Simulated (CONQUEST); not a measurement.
Set-up for a self-consistent single point of TaN (Amm2, 4 atoms in the cell; from Materials Project mp-1459, changed as shown).

```xyz
4
Lattice="2.9108 0.0000 0.0000 0.0000 5.0921 0.0000 0.0000 0.0000 2.8616" Properties=species:S:1:pos:R:3 pbc="T T T"
Ta     0.0000     0.0000     1.4308
Ta     1.4554     2.5461     1.4308
N      1.4554     0.8487     0.0000
N      0.0000     3.3948     0.0000
```

Computed with LDA (PW92), numerical atomic orbitals double-zeta with polarisation (the shipped basis), PseudoDojo norm-conserving potentials made for LDA run with CONQUEST 1.3.

CONQUEST settings:

```
setting                                         value
---------------------  ------------------------------
basis                                             DZP
Diag.MPMeshX, Y, Z                              6 3 6
potentials             PseudoDojo norm-conserving LDA
Grid.GridCutoff                                175 Ha
DM.SolutionMethod                              diagon
Diag.kT                                   0.003675 Ha
Diag.GammaCentred                                true
minE.SCTolerance                              1.0e-06
SC.MaxIters                                       100
SC.LinearMixingFactor                             0.3
SC.KerkerPreCondition                            true
SC.KerkerFactor                            0.3 1/bohr
AtomMove.TypeOfRun                             static
```

Results:

- Number of valence electrons: 36
- Number of bands: 64
- Number of k-points after the program's reduction: 71
- Size of the basis: 64
- Number of SCF iterations: 11
- FFT grid: 36 × 60 × 36
- Free energy E − TS: -4114.9781 eV
- Fermi level (on the code's own zero): -6.20 eV
- Pressure: -4.65 GPa

For comparison: a first run was changed to give this one (lattice vector b scaled by 1.01), and from it to this one the free energy rises by 2.6 meV/atom and the pressure goes from -1.58 to -4.65 GPa.

The program uses no crystal symmetry, so grid and mesh can part values that symmetry would make equal. The atom-centred basis is finite, which shifts total energies and pressures against plane waves. The structure comes from a collection of computed structures, made at another level of theory; the collection holds predicted forms beside known ones. Its lattice was then scaled. No clean gap shows at this smearing width and mesh (spacing up to 0.41 Å⁻¹); the mesh is coarse for partly filled bands, so the values carry mesh errors.

Cost on one core: very roughly 2.6 core-minutes.
